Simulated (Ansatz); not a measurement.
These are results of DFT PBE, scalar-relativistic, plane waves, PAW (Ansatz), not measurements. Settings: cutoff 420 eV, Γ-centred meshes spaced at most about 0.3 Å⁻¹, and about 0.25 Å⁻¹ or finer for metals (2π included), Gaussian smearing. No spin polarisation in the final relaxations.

All energies are static (0 K, no zero-point motion).

Compare these two cells of Mo3Ru, each relaxed at this level.

A.

```yaml
crystal:
  lattice:
    - [2.76524, 0.00000, 0.00000]
    - [-1.38262, 2.39477, 0.00000]
    - [0.00000, 0.00000, 9.33186]
  atoms:
    - { symbol: Mo, position: [0.33333, 0.66667, 0.50000] }
    - { symbol: Mo, position: [0.66667, 0.33333, 0.23716] }
    - { symbol: Mo, position: [0.66667, 0.33333, 0.76284] }
    - { symbol: Ru, position: [0.33333, 0.66667, 0.00000] }
```

B.

```yaml
crystal:
  lattice:
    - [0.00000, 3.13267, 3.13267]
    - [3.13267, 0.00000, 3.13267]
    - [3.13267, 3.13267, 0.00000]
  atoms:
    - { symbol: Mo, position: [0.75000, 0.75000, 0.75000] }
    - { symbol: Mo, position: [0.25000, 0.25000, 0.25000] }
    - { symbol: Mo, position: [0.00000, 0.00000, 0.00000] }
    - { symbol: Ru, position: [0.50000, 0.50000, 0.50000] }
```

Question: Which is lower in energy, and by how much?

Answer: B is lower, by 73 meV/atom. A has Mo and Ru ordered on hcp sites, space group P-6m2 (No. 187), 15.4 Å³/atom and no gap on its mesh; B has the BiF3 (D0_3) type, space group Fm-3m (No. 225), 15.4 Å³/atom and no gap. Counting all near atoms (those within 1.25 times the shortest distance at each site; a plus sign parts nearer from farther groups), A has Mo 12, Ru 12 and B has Mo 8+6, Ru 8+6. Even the lower one lies +0.17 eV/atom against the reference forms of the elements (uncorrected), so neither is stable at this level. In A, around Mo on a site of symmetry -6m2 lie 12 Mo at 2.77–2.93 Å; Mo on a site of symmetry 3m is surrounded by 3 Ru at 2.73 Å and 9 Mo at 2.77–2.93 Å; Ru is surrounded by 6 Mo at 2.73 Å and 6 Ru at 2.77 Å. In B, Mo on a site of symmetry -43m is surrounded by 4 Mo at 2.71 Å, 4 Ru at 2.71 Å and 6 Mo at 3.13 Å; around Mo on a site of symmetry m-3m lie 8 Mo at 2.71 Å and 6 Ru at 3.13 Å; Ru has 8 Mo at 2.71 Å and 6 Mo at 3.13 Å. Both come from invented guesses.

Cells relaxed within their symmetry can be saddle points.
